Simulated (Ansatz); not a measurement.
## Every step of a relaxation of hcp Zr (0001), 4 layers

DFT, LDA, PAW with Ansatz's default frozen-core files, scalar-relativistic (Ansatz 0.2.0); a Γ-centred 15×15×1 k mesh, Fermi–Dirac smearing of 0.1 eV, no spin polarisation. The run relaxes the atoms in the fixed cell.

Command: `ansatz run input.yaml --threads 1 --pin off --max-ram 3584MiB --backend cpu --events-out ev --progress --plain --runs-dir out` It took 35 s on 1 thread of Intel(R) Xeon(R) 6975P-C (Granite Rapids), with other jobs on the host, peak memory 0.48 GiB.

```yaml
crystal:
  lattice:
    - [3.1435815864, 0.0, 0.0]
    - [-1.5717907932, 2.7224215127, 0.0]
    - [0.0, 0.0, 23.64]
  atoms:
    - { symbol: Zr, position: [0.833333333, 0.166666667, 0.3384099737] }
    - { symbol: Zr, position: [0.166666667, 0.833333333, 0.4461366581] }
    - { symbol: Zr, position: [0.833333333, 0.166666667, 0.5538633419] }
    - { symbol: Zr, position: [0.166666667, 0.833333333, 0.6615900263] }
kpoints:
  mp_grid: { grid: [15, 15, 1] }
scf:
  occupations: { method: fermi_dirac, width: 0.1 }
hamiltonian:
  xc: lda
  pseudopotentials: { kind: paw }
output:
  forces: true
  stress: true
  eigenvalues: true
relax:
  f_tol: 0.01
  max_steps: 40
efield:
  axis: 3
  amplitude: 0
  dipole_correction: true
```

Each step lists its free energy a cell above the last geometry, and Cartesian positions (Å) with forces (eV/Å).

The first step:

```
step 1  dF = 67.01 meV
  Zr 2.3577 0.4537 8.0000   0.0000 0.0000 0.4025
  Zr -0.7859 2.2687 10.5467   0.0000 0.0000 -0.5320
  Zr 2.3577 0.4537 13.0933   0.0000 0.0000 0.5320
  Zr -0.7859 2.2687 15.6400   0.0000 0.0000 -0.4025
```

The PAW files were made under PBE.

Question: Where does the relaxation end, and by which steps?

Answer: After 4 geometries, with a shortest distance of 3.018 Å. The further steps:
```
step 2  dF = 30.12 meV
  Zr 2.3577 0.4537 8.1656   0.0000 0.0000 -0.3840
  Zr -0.7859 2.2687 10.4935   0.0000 0.0000 0.4135
  Zr 2.3577 0.4537 13.1465   0.0000 0.0000 -0.4135
  Zr -0.7859 2.2687 15.4744   0.0000 0.0000 0.3840
step 3  dF = 0.72 meV
  Zr 2.3577 0.4537 8.0867   0.0000 0.0000 0.0524
  Zr -0.7859 2.2687 10.5094   0.0000 0.0000 -0.0551
  Zr 2.3577 0.4537 13.1306   0.0000 0.0000 0.0551
  Zr -0.7859 2.2687 15.5533   0.0000 0.0000 -0.0524
step 4  dF = 0.00 meV
  Zr 2.3577 0.4537 8.0972   0.0000 0.0000 0.0055
  Zr -0.7859 2.2687 10.5078   0.0000 0.0000 -0.0080
  Zr 2.3577 0.4537 13.1322   0.0000 0.0000 0.0080
  Zr -0.7859 2.2687 15.5428   0.0000 0.0000 -0.0055
step 5  dF = 0.00 meV  (same geometry, solved once more)
  Zr 2.3577 0.4537 8.0972   0.0000 0.0000 0.0054
  Zr -0.7859 2.2687 10.5078   0.0000 0.0000 -0.0078
  Zr 2.3577 0.4537 13.1322   0.0000 0.0000 0.0078
  Zr -0.7859 2.2687 15.5428   0.0000 0.0000 -0.0054
```
